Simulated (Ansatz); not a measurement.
Molecular dynamics on a 2×2×2 supercell (32 atoms) of ScF₃ (Pm-3m), relaxed with r2SCAN. Forces come from r2SCAN in Ansatz 0.2.0: a Nosé-Hoover thermostat at fixed volume, 300 K, steps of 1 fs. Spin polarisation is off, nuclei are classical, and the run is far too short for thermal averages.

```yaml
crystal:
  lattice:
    - [5.6987198726, 3.2901574524, 4.653474973]
    - [-5.6987198726, 3.2901574524, 4.653474973]
    - [0.0, -6.580314905, 4.6534749729]
  atoms:
    - { symbol: Sc, position: [0.0, 0.0, 0.0] }
    - { symbol: F, position: [0.25, 0.0, 0.5] }
    - { symbol: F, position: [0.5, 0.25, 0.0] }
    - { symbol: F, position: [0.0, 0.5, 0.25] }
    - { symbol: Sc, position: [0.0, 0.0, 0.5] }
    - { symbol: F, position: [0.25, 0.0, 1.0] }
    - { symbol: F, position: [0.5, 0.25, 0.5] }
    - { symbol: F, position: [0.0, 0.5, 0.75] }
    - { symbol: Sc, position: [0.0, 0.5, 0.0] }
    - { symbol: F, position: [0.25, 0.5, 0.5] }
    - { symbol: F, position: [0.5, 0.75, 0.0] }
    - { symbol: F, position: [0.0, 1.0, 0.25] }
    - { symbol: Sc, position: [0.0, 0.5, 0.5] }
    - { symbol: F, position: [0.25, 0.5, 1.0] }
    - { symbol: F, position: [0.5, 0.75, 0.5] }
    - { symbol: F, position: [0.0, 1.0, 0.75] }
    - { symbol: Sc, position: [0.5, 0.0, 0.0] }
    - { symbol: F, position: [0.75, 0.0, 0.5] }
    - { symbol: F, position: [1.0, 0.25, 0.0] }
    - { symbol: F, position: [0.5, 0.5, 0.25] }
    - { symbol: Sc, position: [0.5, 0.0, 0.5] }
    - { symbol: F, position: [0.75, 0.0, 1.0] }
    - { symbol: F, position: [1.0, 0.25, 0.5] }
    - { symbol: F, position: [0.5, 0.5, 0.75] }
    - { symbol: Sc, position: [0.5, 0.5, 0.0] }
    - { symbol: F, position: [0.75, 0.5, 0.5] }
    - { symbol: F, position: [1.0, 0.75, 0.0] }
    - { symbol: F, position: [0.5, 1.0, 0.25] }
    - { symbol: Sc, position: [0.5, 0.5, 0.5] }
    - { symbol: F, position: [0.75, 0.5, 1.0] }
    - { symbol: F, position: [1.0, 0.75, 0.5] }
    - { symbol: F, position: [0.5, 1.0, 0.75] }
kpoints:
  mp_grid: { grid: [2, 2, 2] }
hamiltonian:
  xc: r2scan
scf:
  occupations: { method: fermi_dirac, width: 0.026 }
md:
  ensemble: nvt_nose_hoover
  temperature: 300
  timestep: 1.0
  n_steps: 40
  initial_velocities: maxwell_boltzmann
  seed: 1666
```

Command: `ansatz run input.yaml --threads 4 --pin off --max-ram 3686MiB --backend cpu --events-out ev --progress --plain --runs-dir out`. It ended after 7.6 min on 4 threads of Arm Neoverse V2, with other jobs on the host, load about 0.5 per core; peak host memory 3.1 GiB.

```csv
step,t (fs),T (K),free energy F from step 0 (meV/atom),kinetic energy (meV/atom),largest force (eV/Å)
0,0,300,0.0,37.6,0.00
1,1,299,0.2,37.4,0.19
2,2,295,0.6,36.9,0.38
3,3,289,1.4,36.2,0.56
4,4,281,2.4,35.2,0.73
5,5,271,3.7,33.9,0.89
6,6,259,5.1,32.4,1.05
7,7,246,6.8,30.8,1.20
8,8,232,8.5,29.1,1.34
9,9,218,10.4,27.2,1.47
10,10,203,12.2,25.4,1.59
11,11,189,14.0,23.6,1.70
12,12,175,15.7,21.9,1.80
13,13,162,17.3,20.3,1.89
14,14,151,18.7,18.9,1.96
15,15,141,20.0,17.7,2.03
16,16,133,21.0,16.7,2.08
17,17,127,21.8,15.9,2.12
18,18,123,22.3,15.4,2.15
19,19,120,22.7,15.0,2.16
20,20,119,22.8,15.0,2.16
21,21,120,22.7,15.0,2.15
22,22,122,22.5,15.3,2.12
23,23,125,22.1,15.7,2.08
24,24,129,21.6,16.2,2.03
25,25,134,21.1,16.8,1.97
26,26,139,20.5,17.4,1.90
27,27,143,19.9,18.0,1.81
28,28,148,19.4,18.5,1.72
29,29,152,18.9,19.1,1.61
```

The temperature starts at 300 K, is lowest at step 20 (119 K, 20 fs) and ends at 152 K. The thermostat hasn't had time to restore it. The atoms start on their lattice sites with kinetic energy alone, so much of it first passes into potential energy. By the last step the atoms have moved 0.11 Å in the root mean square, the drift of the whole cell taken out, 0.25 Å at most. The job's limit cut the run after 29 of 40 steps.

Positions (Å) and forces (eV/Å) at step 29:
```
Sc   0.007   0.022  -0.055    -0.519   0.192   0.914
F    1.367  -2.448   3.538     0.451   0.126   0.063
F    1.563   2.612   3.627    -0.119  -0.620  -0.576
F   -2.806  -0.044   3.408    -0.104  -0.172   0.214
Sc  -0.023  -3.241   2.351     0.334  -0.158  -0.346
F    1.322  -5.731   5.891     0.416   0.119   0.114
F    1.406  -0.798   5.698    -0.004   0.183   0.302
F   -2.710  -3.244   5.766    -0.214  -0.524   0.631
Sc  -2.899   1.583   2.326     0.344   0.855  -1.325
F   -1.368  -0.778   5.782    -0.207   0.000  -0.071
F   -1.386   3.974   5.930    -0.223   0.467  -0.059
F   -5.726   1.639   5.806     0.090   0.389  -0.242
Sc  -2.813  -1.598   4.671    -0.539  -0.767   0.369
F   -1.549  -4.111   8.165     0.352  -0.014   0.197
F   -1.448   0.817   8.096     0.141  -0.078  -0.067
F   -5.657  -1.605   8.133    -0.023  -0.310   0.101
Sc   2.908   1.649   2.348    -0.758   0.243  -0.261
F    4.301  -0.848   5.812    -0.044   0.101   0.093
F    4.185   4.113   5.725     0.272   0.006   0.130
F   -0.112   1.672   5.864     0.307  -0.195  -0.058
Sc   2.912  -1.623   4.636    -0.554  -0.365   0.044
F    4.164  -4.101   8.275     0.488   0.021  -0.218
F    4.263   0.831   8.148    -0.099   0.099  -0.092
F   -0.056  -1.672   8.123    -0.112  -0.038  -0.024
Sc  -0.031   3.232   4.622     0.176   0.673  -0.124
F    1.437   0.610   8.275     0.186   0.526  -0.194
F    1.326   5.727   8.056     0.102  -0.037  -0.017
F   -2.784   3.335   8.153    -0.127  -0.388   0.236
Sc   0.050   0.019   6.967     0.026  -0.592   0.414
F    1.422  -2.536  10.462    -0.320   0.116   0.079
F    1.352   2.471  10.408     0.291   0.085   0.008
F   -2.768   0.015  10.515    -0.010   0.060  -0.235
```
